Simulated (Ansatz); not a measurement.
Suppose K₂Nb₂O takes space group I4/mmm (No. 139), with K on 4c; Nb on 4e; O on 2a.

Method: DFT PBE, scalar-relativistic, plane waves, PAW (Ansatz). Cutoff 420 eV, Γ-centred mesh, Gaussian smearing, collinear spin.

Task: Give the relaxed lattice parameters and positions.

Result:

Space group I4/mmm (No. 139). a = 6.735 Å, b = 6.735 Å, c = 6.972 Å, α = 90.00°, β = 90.00°, γ = 90.00°
```
atom  site  symmetry       x       y       z
   K    4c      mmm.  0.0000  0.5000  0.0000
  Nb    4e       4mm  0.0000  0.0000  0.2796
   O    2a     4/mmm  0.0000  0.0000  0.0000
```

K has 2 O at 3.37 Å, 2 K at 3.49 Å and 8 Nb at 3.70–3.89 Å; around Nb lie 1 O at 1.95 Å, 1 Nb at 3.07 Å, 8 K at 3.70–3.89 Å and 1 Nb at 3.90 Å; O is surrounded by 2 Nb at 1.95 Å and 4 K at 3.37 Å. Another local minimum with the same sites may exist.

Task: Is it a metal?

Result: The gap on the 8×8×8 mesh of the 5-atom cell is 0 eV (a metal). The net moment per atom is 1.38 μB and the moment by site is Nb 1.1 (×2) μB.

The last run used collinear spin and Gaussian smearing of 0.10 eV. Another magnetic order may lie lower. Symmetry constrained the relaxation, so the result can be a saddle point. Site moments count only spheres around the atoms; the net moment includes the space between them.
